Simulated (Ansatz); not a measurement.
A geometry of Mo away from equilibrium: the start of the relaxation of a relaxed Mo cell, doubled along one cell vector, shaken by Gaussian noise of σ = 0.08 Å a coordinate. All values below come from r2SCAN (plane waves to 500 eV, PAW, scalar-relativistic; Ansatz, an electronic-structure program). Γ-centred k-mesh 14×7×14 on the run's cell (coarser than for final values), Fermi–Dirac smearing 0.05 eV.

```xyz
2
Lattice="-1.5753 1.5753 1.5753 3.1506 -3.1506 3.1506 1.5753 1.5753 -1.5753" Properties=species:S:1:pos:R:3 pbc="T T T"
Mo     0.0739     0.0138    -0.0656
Mo     1.6355    -1.6782     1.7901
```

Question: Predict the force on each atom, in eV/Å.

Answer: 
```json
[
 {"atom": "Mo1", "Fx": "0.70", "Fy": "-0.42", "Fz": "2.70"},
 {"atom": "Mo2", "Fx": "-0.70", "Fy": "0.42", "Fz": "-2.70"}
]
```

Question: What is the pressure?

Answer: +5.9 GPa, compression positive.

No spin polarisation in the result.

The run could not lose the symmetry of its start.
